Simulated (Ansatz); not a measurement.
## Thickness series of a surface: bcc Cr (100)

All-electron LAPW in Ansatz 0.2.0 under PBE, scalar-relativistic, energies extrapolated to zero smearing, no spin–orbit coupling, ferromagnetic start (antiferromagnetic order not tried). The 1×1 slabs (area 8.11 Å²) are cut from the bulk relaxed on PAW files, and their atoms are relaxed; γ counts from the bulk energy, Δd12 is the change of the outer spacing. No reconstruction is allowed, and meshes differ a little between slabs.

```tsv
planes	γ (J/m²)	Φ (eV)	Δd12 (%)
3	3.196	?	?
5	3.181	3.70	-4.5
7	3.161	3.71	-5.1
```

Q: Fill in "Δd12 (%)" for the row "3".

A: 3.0.

Q: Give the missing entry: row "3", column "Φ (eV)".

A: 3.84.

Q: How far have the values settled with thickness?

A: Between 5 and 7 planes γ moves by -0.6 % and Φ by +0.01 eV. Thin films carry quantum-size oscillations, so two neighbours that agree don't prove convergence.
